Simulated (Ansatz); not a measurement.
## NbW, first-principles data

NbW:
```yaml
crystal:
  lattice:
    - [1.60844, -2.27935, 0.00000]
    - [1.60844, 2.27935, 0.00000]
    - [0.00000, 0.00000, 4.56880]
  atoms:
    - { symbol: Nb, position: [0.00000, 0.00000, 0.00000] }
    - { symbol: W, position: [0.50000, 0.50000, 0.50000] }
```

Space group Cmmm (No. 65); conventional cell a = 3.2169 Å, b = 4.5587 Å, c = 4.5688 Å, α = β = γ = 90.00°.

Method: plane-wave PAW r²SCAN (Ansatz code). Geometry: relaxed at this level of theory. Other levels are named where they apply.

### Cell and energy

```yaml
volume_per_atom: 16.75 Å³
density: 13.72 g/cm³
Formation energy from the elements (no fitted shifts): -0.045 eV/atom
```

### Electronic structure

```yaml
electronic_character: metallic (no gap)
Density of states at the Fermi level: 0.56 states/eV per atom (mean over ±0.08 eV)
```

The workflow started from a Materials Project entry (that database holds measured and hypothetical structures alike); the Crystallography Open Database copy checked does not list it. With Nb and W taken as one species the cell has the higher symmetry Im-3m, so it may be an ordered model of a mixed-site phase. Its standing as an ambient phase is unchecked. Symmetry was held in the r²SCAN relaxation; its stability against distortions is not shown here. The run is not spin-polarised. Axis ratios of metals converge slowly with the k-mesh, so a and c are less sure than the volume. The references are the lowest solids computed at this level, not always the standard phases. Scalar-relativistic: spin–orbit coupling is off unless named, which matters more the heavier the elements.

Potentials: the later of the program's two PAW sets.
